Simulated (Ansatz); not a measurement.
**Property card for ScCo**

ScCo (CsCl type, space group No. 221), a = 3.071 Å, b = 3.071 Å, c = 3.071 Å, α = 90.00°, β = 90.00°, γ = 90.00°.

Space group Pm-3m (No. 221), CsCl type; conventional cell a = b = c = 3.071 Å, α = β = γ = 90.00°.

Method: the program Ansatz at the PBEsol level (PAW). Geometry: relaxed at this level of theory. Other levels are named where they apply.

**Cell and energy**

```
Quantity                                                       Value
-----------------------------------------------------  -------------
Volume per atom                                             14.49 Å³
Density                                                   5.95 g/cm³
Formation energy from the elements (no fitted shifts)  -0.36 eV/atom
```

**Electronic structure**

```
Quantity                                                                    Result
------------------------------------  --------------------------------------------
Electronic character                                             metallic (no gap)
Density of states at the Fermi level  0.40 states/eV per atom (mean over ±0.08 eV)
```

**Magnetism**

```
Quantity                                           Value
--------------  ----------------------------------------
Magnetic order  non-magnetic (starting moments vanished)
```

**Mechanics**

```
Property                                                                      Result
--------------------------------------------  --------------------------------------
Bulk modulus (Birch–Murnaghan fit)                                           133 GPa
Pressure derivative B′                                                           4.0
Elastic constants (relaxed ions, GPa)              C11 = 216, C12 = 90.6, C44 = 57.5
Mechanical stability                          stable (all eigenvalues of C positive)
Hill bulk and shear moduli                                          133 and 59.6 GPa
Young's modulus                                                              156 GPa
Poisson's ratio                                                                 0.30
Debye temperature from the elastic constants                                   432 K
```

**Phonons**

```
Property                                       Result
-----------------------------  ----------------------
Highest zone-centre frequency                221 cm⁻¹
Zone-centre stability          no imaginary mode at Γ
```

The workflow started from an entry of the Crystallography Open Database (COD). Whether it is the stable phase at ambient conditions was not checked. The cell was relaxed with PBEsol under the symmetry of its start. The workflow began spin-polarised and lost its moments. As this level gives no gap, shear constants depend on the k-mesh and smearing (Fermi–Dirac, 0.1 eV here). As this level gives no gap, phonon frequencies hold no LO–TO term and depend on the k-mesh and smearing (Fermi–Dirac, 0.1 eV here). The references are the lowest solids computed at this level, not always the standard phases.

Potentials: the later of the program's two PAW sets.
